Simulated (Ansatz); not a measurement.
AlCu:
```
AlCu
1.0
    4.06551     0.00000     0.00000
    2.03334    -2.06322     5.62718
    2.03167    -5.98305     0.00000
Al Cu
5 5
Cartesian
  4.06526  -4.02313   2.81359
  2.03247  -2.00795   3.02967
  6.09806  -6.03832   2.59751
  2.03256  -1.45038   0.02442
  6.09796  -6.59588   5.60276
  0.00000   0.00000   0.00000
  4.06535  -5.90279   4.27516
  4.06517  -2.14348   1.35202
  2.03224  -3.78865   1.28329
  6.09828  -4.25761   4.34389
```

Relaxed with r²SCAN.

Q: Tabulate the valence density and the electron localisation function along the shortest Al–Al contact (2.85 Å), plane-wave PAW r²SCAN (Ansatz code).

A: 

| distance from Al (Å) | density (e/Å³) | ELF |
|---|---|---|
| 0.29 | 0.06 | 0.07 |
| 0.43 | 0.08 | 0.02 |
| 0.57 | 0.11 | 0.07 |
| 0.71 | 0.17 | 0.29 |
| 0.86 | 0.20 | 0.53 |
| 1.00 | 0.22 | 0.65 |
| 1.14 | 0.22 | 0.69 |
| 1.28 | 0.22 | 0.69 |
| 1.43 | 0.21 | 0.69 |
| 1.57 | 0.22 | 0.69 |
| 1.71 | 0.22 | 0.69 |
| 1.85 | 0.22 | 0.65 |
| 2.00 | 0.20 | 0.53 |
| 2.14 | 0.17 | 0.29 |
| 2.28 | 0.11 | 0.07 |
| 2.42 | 0.08 | 0.02 |
| 2.57 | 0.06 | 0.07 |

The density is the valence pseudo-density with augmentation charge, so density and ELF within about 1 Å of a nucleus are not all-electron values.

Space group C2/m. The workflow started from a Materials Project entry (that database holds measured and hypothetical structures alike); the Crystallography Open Database files this formula in space group No. 12, but the cells were not matched. Whether it is the stable phase at ambient conditions was not checked. The cell was relaxed with r²SCAN under the symmetry of its start; its stability against distortions is not shown here. No spin polarisation was allowed.

Potentials: the later of the program's two PAW sets.
